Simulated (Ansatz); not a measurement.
LiHS:
```cif
data_H2Li2S2
_chemical_formula_sum 'Li2 S2 H2'
_space_group_name_H-M_alt 'P 1'
_space_group_IT_number 1
_cell_length_a 3.92947
_cell_length_b 3.92947
_cell_length_c 6.10860
_cell_angle_alpha 90.000
_cell_angle_beta 90.000
_cell_angle_gamma 89.675
loop_
_space_group_symop_operation_xyz
  'x, y, z'
loop_
_atom_site_label
_atom_site_type_symbol
_atom_site_fract_x
_atom_site_fract_y
_atom_site_fract_z
_atom_site_occupancy
Li1 Li 0.49980 0.50020 0.50000 1
Li2 Li 0.49980 0.50020 0.00000 1
S1 S 0.52848 0.99800 0.75000 1
S2 S 0.00200 0.47152 0.25000 1
H1 H 0.00539 0.12946 0.25000 1
H2 H 0.87054 0.99461 0.75000 1
```

Relaxed with r²SCAN.

Task: Which orbitals make up the states near the band edges in r²SCAN (plane waves, PAW; program Ansatz)?

Result: Top 1 eV of the valence band: S 3p 97 %. Bottom 1 eV of the conduction band: H 1s 43 %, S 3p 27 %, S 3s 13 %, outside the projected shells 13 %. Projections are on Löwdin-orthogonalised atomic valence shells; empty p or d shells of many metals are not among them.

Task: Tabulate the density of states.

Result: States/eV per cell of 6 atoms, in 0.25 eV bins, energy from the valence-band maximum.

```
E (eV)  total  S 3p  H 1s  Li 2s
------  -----  ----  ----  -----
-7.85    0.00  0.00  0.00   0.00
-7.60    0.00  0.00  0.00   0.00
-7.35    0.00  0.00  0.00   0.00
-7.10    0.00  0.00  0.00   0.00
-6.85    0.00  0.00  0.00   0.00
-6.60    0.00  0.00  0.00   0.00
-6.35    0.00  0.00  0.00   0.00
-6.10    0.00  0.00  0.00   0.00
-5.85    0.00  0.00  0.00   0.00
-5.60    0.00  0.00  0.00   0.00
-5.35    0.13  0.07  0.03   0.00
-5.10    3.04  1.78  0.83   0.07
-4.85    1.68  0.99  0.45   0.04
-4.60    1.76  1.04  0.46   0.03
-4.35    1.54  0.92  0.39   0.03
-4.10    1.39  0.84  0.34   0.03
-3.85    1.54  0.94  0.36   0.03
-3.60    1.66  1.03  0.37   0.04
-3.35    2.89  1.83  0.63   0.07
-3.10    0.38  0.25  0.08   0.00
-2.85    0.00  0.00  0.00   0.00
-2.60    0.23  0.19  0.00   0.04
-2.35    1.63  1.36  0.00   0.22
-2.10    3.14  2.69  0.00   0.37
-1.85    2.98  2.62  0.01   0.29
-1.60    2.75  2.49  0.00   0.17
-1.35    3.53  3.28  0.01   0.15
-1.10    4.28  4.08  0.01   0.08
-0.85    5.22  5.06  0.00   0.05
-0.60    6.69  6.52  0.01   0.05
-0.35    1.26  1.22  0.00   0.01
-0.10    0.28  0.28  0.00   0.00
0.15     0.00  0.00  0.00   0.00
0.40     0.00  0.00  0.00   0.00
0.65     0.00  0.00  0.00   0.00
0.90     0.00  0.00  0.00   0.00
1.15     0.00  0.00  0.00   0.00
1.40     0.00  0.00  0.00   0.00
1.65     0.00  0.00  0.00   0.00
1.90     0.00  0.00  0.00   0.00
2.15     0.00  0.00  0.00   0.00
2.40     0.00  0.00  0.00   0.00
2.65     0.00  0.00  0.00   0.00
2.90     0.00  0.00  0.00   0.00
3.15     0.00  0.00  0.00   0.00
3.40     0.00  0.00  0.00   0.00
3.65     0.00  0.00  0.00   0.00
3.90     0.00  0.00  0.00   0.00
4.15     0.17  0.04  0.06   0.02
4.40     0.74  0.19  0.31   0.04
4.65     1.40  0.38  0.61   0.05
4.90     1.47  0.38  0.61   0.04
5.15     1.22  0.24  0.37   0.07
5.40     1.43  0.24  0.35   0.11
5.65     1.87  0.27  0.37   0.19
5.90     2.13  0.25  0.31   0.27
6.15     2.91  0.25  0.25   0.51
6.40     2.92  0.22  0.17   0.56
6.65     2.03  0.19  0.14   0.38
6.90     1.69  0.22  0.17   0.39
7.15     3.97  0.50  0.47   0.75
7.40     2.27  0.20  0.16   0.35
7.65     3.16  0.22  0.18   0.33
7.90     2.49  0.16  0.12   0.38
8.15     3.77  0.21  0.15   0.57
8.40     3.85  0.24  0.21   0.71
8.65     3.11  0.22  0.23   0.59
```

Space group Ama2. The workflow started from an entry of the Crystallography Open Database (COD), which files this formula under 3 space groups. Its standing as an ambient phase is unchecked. The cell was relaxed with r²SCAN under the symmetry of its start. At this level the phase is mechanically unstable.

Potentials: the later of the program's two PAW sets.
